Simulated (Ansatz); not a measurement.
A distorted cell of HfSiSe (space group P4/nmm):

```
CELL_PARAMETERS angstrom
      3.54634     0.00000     0.00000
      0.00000     3.54634     0.00000
      0.00000     0.00000     8.18619
ATOMIC_POSITIONS crystal
  Hf 0.00000 0.50000 0.74351
  Hf 0.50000 0.00000 0.25649
  Si 0.00000 0.00000 0.00000
  Si 0.50000 0.50000 0.00000
  Se 0.50000 0.00000 0.61932
  Se 0.00000 0.50000 0.38068
```

These are PBEsol (plane waves to 420 eV, PAW, scalar-relativistic; Ansatz, an electronic-structure program) values and carry that method's errors. k mesh 13×13×6 (Γ-centred), Fermi-Dirac smearing 0.05 eV. E stands for the smeared free energy. Stress and pressure are positive under compression. HfSiSe is run without spin polarisation. HfSiSe was relaxed with its symmetry unable to fall. Spin-orbit coupling is left out, though Hf is heavy.

**Question.** What is the stress tensor (GPa)?

**Answer.** 
```
    3.6      0.0      0.0
    0.0      3.6      0.0
    0.0      0.0      2.9
```
The pressure, a third of the trace, is 3.4 GPa.

**Question.** It is the relaxed cell scaled evenly to V/V₀ = 0.975, atoms relaxed where free. What is its energy relative to the relaxed cell?

**Answer.** 4 meV/atom.

(Under strain, the slope of the energy per volume gives the stress and its curvature an elastic modulus.)
